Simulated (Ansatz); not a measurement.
## Wurtzite alloy of ZnSe and CdSe (9 of 48 Zn sites exchanged), 96 atoms

Ansatz, PAW, plane waves. PBEsol relaxation of cell lengths and atoms (angles held) at the single k point (¼, ¼, ¼) without its symmetry partners; single points on the relaxed atoms at the single k point (¼, ¼, ¼) without its symmetry partners, onto which points of the small cell's zone fold. Arrangement: clustered. No spin–orbit coupling unless named.

Relaxed structure:

```xyz
96
Lattice="12.0852 0.0000 0.0000 0.0000 14.0005 0.0000 0.0000 0.0000 13.2580" Properties=species:S:1:pos:R:3 pbc="T T T"
Zn    0.0037    2.3961   13.1910
Zn    4.0486    2.3822   13.1830
Zn    4.0535    2.3975    6.7182
Zn    2.0297    5.8414   13.2509
Zn    2.0548    5.8604    6.6199
Zn    0.0023    9.2656   13.2212
Zn    0.0231    9.2228    6.6750
Zn    8.0369    2.3763   13.1891
Zn    6.0392    5.8476   13.2455
Zn    6.0307    5.8609    6.6242
Zn    4.0343    9.2823   13.2151
Zn    4.0464    9.2575    6.6765
Zn    2.0256   12.8230   13.1579
Zn   10.0630    5.8655   13.2449
Zn   10.0510    5.9324    6.6239
Zn    8.0492    9.3050   13.2517
Zn    8.0149    9.2967    6.6274
Zn    6.0558   12.8071   13.1868
Zn    6.0366   12.7690    6.7236
Zn   10.0449   12.7851   13.2023
Zn    2.0325    1.2046   10.0270
Zn   12.0654    4.7920    3.2831
Zn   12.0799    4.7261    9.9668
Zn    6.0285    1.1603    9.9837
Zn    4.0524    4.7418    3.3259
Zn    4.0348    4.6971    9.9335
Zn    2.0228    8.0834    3.3213
Zn    2.0172    8.1371    9.9347
Zn   12.0797   11.6102   10.0247
Zn   10.0673    1.1662   10.0705
Zn    8.0477    4.7799    3.2832
Zn    8.0554    4.7154    9.9637
Zn    6.0465    8.1417    3.3121
Zn    6.0480    8.1540    9.9311
Zn    4.0527   11.6274    9.9830
Zn   10.0437    8.1486    3.3199
Zn   10.0575    8.1598    9.9275
Zn    8.0181   11.5609    3.2868
Zn    8.0376   11.6214    9.9699
Cd    0.0006    2.4791    6.7183
Cd    8.0194    2.4046    6.6992
Cd    2.0421   12.8258    6.7627
Cd   10.0156   12.7302    6.7193
Cd    2.0300    1.2710    3.2727
Cd    6.0520    1.1673    3.3354
Cd   12.0760   11.5548    3.2541
Cd   10.0417    1.1780    3.2009
Cd    4.0531   11.5776    3.3053
Se   12.0660    2.5516    2.3611
Se   12.0755    2.3607    9.3200
Se    4.0820    2.5323    2.3491
Se    4.0351    2.3566    9.1694
Se    2.0362    5.8162    2.4567
Se    2.0176    5.8271    9.0864
Se    0.0077    9.1054    2.4058
Se    0.0038    9.3050    9.1337
Se    8.0198    2.5466    2.3609
Se    8.0634    2.3515    9.3081
Se    6.0379    5.8724    2.4503
Se    6.0473    5.8388    9.0898
Se    4.0187    9.1424    2.4055
Se    4.0289    9.3090    9.1323
Se    2.0227   12.8578    2.3288
Se    2.0134   12.8387    9.3574
Se   10.0502    5.8812    2.4439
Se   10.0653    5.8447    9.0898
Se    8.0454    9.2717    2.4591
Se    8.0503    9.3212    9.0907
Se    6.1478   12.7677    2.3561
Se    6.0497   12.8236    9.1705
Se    9.9399   12.7242    2.3766
Se   10.0695   12.8250    9.3190
Se    2.1141    1.2538    5.8641
Se    2.0229    1.1908   12.4658
Se   12.0745    4.8875    5.7345
Se   12.0813    4.7293   12.4169
Se    5.9260    1.0702    5.9288
Se    6.0358    1.1508   12.4304
Se    4.0484    4.6767    5.7964
Se    4.0343    4.7047   12.3870
Se    2.0462    8.1535    5.7889
Se    2.0197    8.1430   12.3900
Se    0.0246   11.4867    5.8486
Se   12.0796   11.6114   12.4715
Se   10.0797    1.1428    5.7906
Se   10.0678    1.1562   12.5090
Se    8.0552    4.8280    5.7370
Se    8.0547    4.7115   12.4127
Se    6.0259    8.1428    5.7782
Se    6.0528    8.1526   12.3936
Se    4.1215   11.5458    5.9036
Se    4.0428   11.6191   12.4348
Se   10.0503    8.2177    5.7851
Se   10.0517    8.1666   12.3902
Se    7.9115   11.5634    5.7382
Se    8.0423   11.6107   12.4086
```

(1) What are the mean bond lengths by pair (pairs within 1.2 times the sum of covalent radii, less contacts 15 % beyond the pair's median; cation–cation pairs of compounds aside; long ionic contacts are cut short by that bound)?

(2) What gap lies between the top filled and the lowest empty level in the single points?

## Answers

(1) Cd–Se 2.592 ± 0.007 Å (standard deviation, 36 bonds); Se–Zn 2.451 ± 0.014 Å (standard deviation, 156 bonds).

(2) HSE06 3.25 eV (3.4 min on NVIDIA GB300). Away from Γ this isn't the crystal's band gap.
